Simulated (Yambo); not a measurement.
Absorption of a free-standing CaHI monolayer (symmetry P4/nmm, slab cell 20.2 Å high) with and without the electron-hole interaction (Yambo, PBEsol bands; 10×10×1 mesh, 8 valence and 18 conduction bands, static screening with 79 bands and a 3 Ry block, scissor 2.77 eV, Tamm-Dancoff, stochastic integration of W near q = 0; field along x).

```csv
E (eV),"Im α, BSE (Å)","Im α, independent quasiparticles (Å)"
4.45,0.19,0.04
4.55,0.22,0.05
4.65,0.25,0.05
4.75,0.29,0.05
4.85,0.34,0.05
4.95,0.42,0.06
5.05,0.52,0.06
5.15,0.67,0.07
5.25,0.92,0.07
5.35,1.34,0.08
5.45,2.22,0.08
5.55,4.44,0.09
5.65,8.41,0.10
5.75,13.1,0.11
5.85,16.1,0.12
5.95,9.86,0.13
6.05,7.36,0.15
6.15,5.90,0.17
6.25,5.11,0.20
6.35,5.29,0.23
6.45,7.70,0.29
6.55,10.2,0.39
6.65,7.60,0.59
6.75,5.04,0.94
6.85,4.26,1.39
6.95,4.37,2.00
7.05,4.41,2.39
7.15,4.66,2.46
7.25,5.05,2.74
7.35,4.21,3.21
7.45,3.34,3.91
7.55,3.32,4.90
7.65,2.87,6.06
7.75,2.42,6.12
7.85,2.19,5.36
7.95,2.01,6.18
8.05,2.06,7.03
8.15,2.22,7.62
8.25,2.23,7.27
8.35,2.17,7.46
8.45,2.29,7.80
8.55,1.97,6.34
8.65,1.91,6.33
8.75,2.01,5.80
8.85,2.25,5.69
8.95,2.71,5.60
9.05,3.27,5.17
9.15,3.32,5.44
9.25,3.23,4.74
9.35,3.42,3.86
9.45,3.42,3.54
9.55,3.07,3.94
9.65,2.80,3.84
9.75,2.70,3.16
9.85,2.54,3.20
9.95,2.35,3.05
10.05,2.35,3.01
10.15,2.17,2.79
10.25,1.75,3.29
10.35,1.89,4.19
10.45,2.23,3.90
10.55,2.40,3.60
10.65,2.72,3.76
10.75,2.54,3.69
10.85,2.21,3.44
10.95,1.72,2.73
11.05,1.74,2.72
11.15,1.94,2.83
11.25,1.81,2.69
11.35,1.68,2.95
```

The scissor comes from a G0W0 run whose convergence isn't established. Broadening 0.1 eV. The band window holds all transitions up to 12.6 eV. Fine structure above the onset can come from the mesh.

Without spin-orbit coupling, band edges of such heavy elements can be off by tenths of an eV.

Geometry relaxed with PBEsol; primitive cell a = b = 3.963 Å, c = 20.200 Å, α = β = γ = 90.00°.

This is a model layer cut from the bulk structure; whether it is stable on its own was not checked.
